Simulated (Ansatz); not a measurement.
Li₃Sn:
```xyz
4
Lattice="0.0000 3.2853 3.2853 3.2853 0.0000 3.2853 3.2853 3.2853 0.0000" Properties=species:S:1:pos:R:3 pbc="T T T"
Li     1.6426     1.6426     1.6426
Li     4.9279     4.9279     4.9279
Li     3.2853     3.2853     3.2853
Sn     0.0000     0.0000     0.0000
```

Relaxed with r²SCAN. Special points in fractions of this cell's reciprocal vectors: Γ (0.000, 0.000, 0.000); X (0.500, 0.000, 0.500); U (0.625, 0.250, 0.625); K (0.375, 0.375, 0.750); L (0.500, 0.500, 0.500); W (0.500, 0.250, 0.750).

List the band energies nearest the Fermi level at these points for plane-wave PAW r²SCAN (Ansatz code).

In eV from the Fermi level; about four levels below and three above (degenerate sets whole), none deeper than 8.9 eV; points with the same levels are listed once.

| k | below | above |
|---|---|---|
| Γ | -8.17 | 1.29 1.29 1.29 |
| X | -6.70 -2.81 -1.41 -1.41 | 1.54 3.73 8.70 8.70 |
| U | -6.73 -2.50 -2.36 -0.97 | 2.41 5.25 6.60 |
| L | -7.13 -3.37 | 0.46 0.46 2.94 2.94 |
| W | -6.68 -2.23 -2.23 -1.86 | 3.98 4.63 5.96 5.96 |

Space group Fm-3m. The first step of the workflow began from a Materials Project structure, measured or hypothetical; the Crystallography Open Database copy checked does not list it. With Li and Sn taken as one species the cell has the higher symmetry Im-3m, so it may be an ordered model of a mixed-site phase. Its standing as an ambient phase is unchecked. The r²SCAN relaxation kept the symmetry of its start; its stability against distortions is not shown here. Scalar-relativistic: spin–orbit coupling is off unless named, which matters more the heavier the elements.

Potentials: the later of the program's two PAW sets.
